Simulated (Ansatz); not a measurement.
The relaxed structure here is a generated cell of Ag: the first start was made by placing the elements on the sites of a structure type, and the end was not matched to a known phase here, so it may be hypothetical. Known forms of Ag include space group No. 225.

A relaxed structure of Ag. Space group I4/mmm (No. 139). Level of theory: PBE (plane waves to 420 eV, PAW, scalar-relativistic; Ansatz, a program for electronic structure).

```xyz
1
Lattice="-1.7056 1.7056 1.5483 1.7056 -1.7056 1.5483 1.7056 1.7056 -1.5483" Properties=species:S:1:pos:R:3 pbc="T T T"
Ag     0.0000     0.0000     1.5483
```

Volume per atom: 18.02 Å³
Band gap: zero (metallic)
Shortest distances: Ag–Ag 2.87 Å
k-mesh: 20×20×20

No spin polarisation in the result.

The run could not lower the symmetry of its start; a shaken copy of this end point relaxes with PBE to Fm-3m (No. 225), 0.03 eV/atom lower.
